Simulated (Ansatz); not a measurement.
The slice is one period of a {100} plane through atoms; its size isn't given.

All values below come from PBEsol (plane waves to 420 eV, PAW, scalar-relativistic; Ansatz, a quantum-chemistry and plane-wave program). Inside the PAW spheres the values are not all-electron values, and peaks at nuclei hang on which shells count as valence.

```
|@@@@@%%#+=-::...::-=+#%%@@@@|
|@@@@@%#*+=-::...::-=+*#%@@@@|
|@@@@%%#*+=-::...::-=+*#%%@@@|
|@@@%%##+=--:.....:--=+##%%@@|
|%%%%##*+=-::.....::-=+*##%%%|
|%%###*+=-::.......::-=+*###%|
|##**++=--:...   ...:--=++**#|
|++++==--:...     ...:--==+++|
|====--::...       ...::--===|
|-----::...         ...::----|
|::::::...           ...:::::|
|::::....             ....:::|
|.......               ......|
|.......               ......|
|.......               ......|
|::::....             ....:::|
|::::::...           ...:::::|
|-----::...         ...::----|
|====--::...       ...::--===|
|++++==--:...     ...:--==+++|
|##**++=--:...   ...:--=++**#|
|%%###*+=-::.......::-=+*###%|
|%%%%##*+=-::.....::-=+*##%%%|
|@@@%%##+=--:.....:--=+##%%@@|
|@@@@%%#*+=-::...::-=+*#%%@@@|
|@@@@@%#*+=-::...::-=+*#%@@@@|
|@@@@@%%#+=-::...::-=+#%%@@@@|
|@@@@@%%#*=-::...::-=*#%%@@@@|
```
Scale: ten equal steps from -0.88 (start of ' ') to 1.14 (end of '@'), in the order ' .:-=+*#%@'. Values: log₁₀ of the valence density in e/Å³. The map has 28 points along u (one character each, u = 0 at the left) and 28 along v (v = 0 in the bottom row). The scale is logarithmic, as a density can span decades between atoms and voids.

```
|xxxxxx98753111111135789xxxxx|
|xxxxx9987531111111357899xxxx|
|xxxxx9986421111111246899xxxx|
|xxxx999763210010012367999xxx|
|xx9999875311000001135789999x|
|9999987532100000001235789999|
|8888775421000000000124577888|
|7776653211000000000112356677|
|5554332110000000000011233455|
|3332211000000000000000112233|
|1111110000000000000000011111|
|1111000000000000000000000111|
|1111000000000000000000000111|
|1111100000000000000000001111|
|1111000000000000000000000111|
|1111000000000000000000000111|
|1111110000000000000000011111|
|3332211000000000000000112233|
|5554332110000000000011233455|
|7776653211000000000112356677|
|8888775421000000000124577888|
|9999987532100000001235789999|
|xx9999875311000001135789999x|
|xxxx999763210010012367999xxx|
|xxxxx9986421111111246899xxxx|
|xxxxx9987531111111357899xxxx|
|xxxxxx98753111111135789xxxxx|
|xxxxxx98753111111135789xxxxx|
```
Scale: ten equal steps from 0.16 (start of '0') to 0.56 (end of '9'), in the order '0123456789'. Values: electron localisation function (ELF). The map has 28 points along u (one character each, u = 0 at the left) and 28 along v (v = 0 in the bottom row). Points within 0.5 Å of a nucleus are blanked (x), as the pseudised field means little there.

### Question
Which relaxed crystal do these maps come from?
(A) Ag (fcc, Cu type)
(B) Pd (fcc, Cu type)
(C) Cu (fcc, Cu type)

### Answer
B, Pd (fcc, Cu type). Atoms on the slice: Pd at (0.00, 0.00)

All were relaxed with their symmetry unable to fall. Cu is run without spin polarisation. Pd is run without spin polarisation.
